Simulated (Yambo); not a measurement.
A BSE run in Yambo for SrCl2 (fluorite, space group Fm-3m, No. 225) (PBEsol bands; 8×8×8 mesh, 3 valence and 6 conduction bands, static screening with 42 bands and a 4 Ry block, scissor 2.74 eV, Tamm-Dancoff; field along x) gives:

```csv
state,energy (eV),states within 2 meV,relative strength,class
1,7.41,2,< 0.01,dark
2,7.50,1,< 0.01,dark
3,7.63,3,< 0.01,dark
4,7.73,3,< 0.01,dark
5,7.80,5,1.00,strong
```

**Question.** What changes when the screening block is changed to 2 Ry?

**Answer.** The lowest state goes from 7.411 eV to 7.412 eV, and its distance below the direct gap from 0.672 eV to 0.671 eV. These are vertical excitations (zero momentum); the indirect quasiparticle gap, about 7.70 eV, is smaller than the direct one (8.08 eV on the GW mesh). The scissor comes from a G0W0 run whose convergence isn't established.

Geometry relaxed with PBEsol; primitive cell a = 4.8833 Å, b = 4.8833 Å, c = 4.8833 Å, α = 60.00°, β = 60.00°, γ = 60.00°.
